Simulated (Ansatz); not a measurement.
Be2C (fluorite or antifluorite type, space group No. 225) at seven volumes, the program Ansatz at the PBE level (PAW), scaled uniformly. One row is withheld.

| V (Å³/atom) | P (GPa) |
|---|---|
| 6.146 | 22.46 |
| 6.349 | 13.93 |
| 6.552 | 6.50 |
| 6.754 | 0.01 |
| 6.957 | -5.66 |
| 7.160 | -10.61 |
| 7.362 | ? |

Question: Fit the shown pressures and predict the withheld one.

Answer: P = (3/2)B₀(x^(7/2) − x^(5/2))[1 + (3/4)(B′ − 4)(x − 1)] with x = (V₀/V)^(2/3). Least squares on the six rows gives V₀ = 6.755 Å³/atom, B₀ = 202 GPa, B′ = 3.50. At V = 7.362, x = 0.9442 and P = -14.94 GPa. The run itself gave -14.95 GPa.

Space group Fm-3m (fluorite or antifluorite type). The cell was relaxed with PBE under the symmetry of its start.

Potentials: the earlier of the program's two PAW sets.
